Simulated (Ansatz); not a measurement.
Density of states of a Ba$_{3}$Mn$_{3}$Ni$_{2}$O$_{8}$ cell (elements on a rock salt lattice, relaxed), per eV and atom, broadened by Gaussian smearing of width 0.1 eV and averaged over bins of 0.3 eV, from 8 eV under the Fermi level at most up to where the solved bands end.

Theory: Ansatz, DFT r2SCAN, scalar-relativistic, plane waves, PAW.

Settings: cutoff 500 eV, Γ-centred mesh 3×3×4 on the computed 16-atom cell, Gaussian smearing of 0.02 eV; collinear spin from starting moments 0 0 0 0 0 0 0 0 -4 -4 -4 2 2 0 0 0 μB.

```xyz
16
Lattice="-4.5332 5.2690 0.0702 -4.6623 -0.0589 5.5163 -0.3712 4.9679 5.0862" Properties=species:S:1:pos:R:3 pbc="T T T"
O    -7.5594    8.2683    7.9511
O    -5.0910    5.2304    7.7990
O    -5.2293    7.5108    5.8231
O    -6.6345    5.0907    4.6191
O    -3.1208    4.7860    5.7671
O    -4.5369    2.1303    5.6313
O    -3.9302    5.6257    2.4205
O    -1.9764    1.7960    2.4802
Mn   -2.8445    4.9337    7.7419
Mn   -7.1718    7.6638    6.0731
Mn   -5.1257    5.3899    5.8227
Ni   -4.8328    2.0957    7.6059
Ni   -6.8670    5.3960    7.6942
Ba   -0.4615    4.6622    4.7850
Ba   -2.7869    7.3304    4.8666
Ba   -4.1568    3.1449    3.2169
```

```tsv
E − E_F (eV)	total	O 2p	Mn 3d	Ni 3d	Mn 4s
-7.00	0.125	0.082	0.012	0.014	0.006
-6.70	0.419	0.270	0.043	0.055	0.013
-6.40	0.331	0.209	0.053	0.032	0.010
-6.10	0.481	0.294	0.089	0.048	0.018
-5.80	0.859	0.509	0.164	0.116	0.018
-5.50	0.946	0.586	0.143	0.138	0.019
-5.20	1.016	0.659	0.181	0.106	0.014
-4.90	0.967	0.654	0.160	0.089	0.007
-4.60	0.969	0.655	0.165	0.082	0.008
-4.30	0.890	0.622	0.127	0.079	0.007
-4.00	0.934	0.664	0.129	0.079	0.006
-3.70	0.810	0.568	0.116	0.070	0.006
-3.40	0.723	0.453	0.141	0.084	0.004
-3.10	0.597	0.315	0.147	0.101	0.004
-2.80	0.833	0.327	0.288	0.178	0.005
-2.50	0.831	0.269	0.293	0.224	0.006
-2.20	1.005	0.286	0.236	0.416	0.010
-1.90	1.121	0.361	0.173	0.519	0.007
-1.60	0.825	0.224	0.126	0.417	0.005
-1.30	0.431	0.109	0.111	0.187	0.002
-1.00	0.775	0.241	0.169	0.316	0.003
-0.70	0.353	0.108	0.082	0.139	0.003
-0.40	0.215	0.075	0.077	0.044	0.006
-0.10	0.003	0.001	0.001	0.000	0.000
0.20	0.082	0.019	0.008	0.051	0.000
0.50	0.129	0.031	0.013	0.079	0.000
0.80	0.234	0.050	0.038	0.115	0.003
1.10	0.313	0.061	0.101	0.089	0.009
1.40	0.332	0.056	0.115	0.087	0.011
1.70	0.283	0.017	0.175	0.007	0.013
2.00	0.437	0.029	0.293	0.007	0.015
2.30	0.551	0.040	0.342	0.009	0.010
2.60	0.630	0.048	0.372	0.013	0.011
2.90	0.626	0.052	0.340	0.013	0.017
3.20	0.614	0.063	0.251	0.015	0.025
3.50	0.685	0.073	0.279	0.017	0.026
```

The columns after the total are the largest Löwdin projections on the valence shells of the potentials, so they needn't add up, and the weight of a shell that a potential lacks goes to other orbitals. The cell has a gap on the mesh of 0.69 eV.

The relaxation stopped before its thresholds.

The state reached may not be the lowest one. The k mesh is coarse. Spin-orbit coupling is left out, which matters for the bands of heavy elements. An odd mesh misses points on the zone edge, so a gap read on it can be too wide.

Cost: 2 runs of about 58 core-minutes in all (earlier runs that led there not counted), on Arm Neoverse V2 (shared hosts).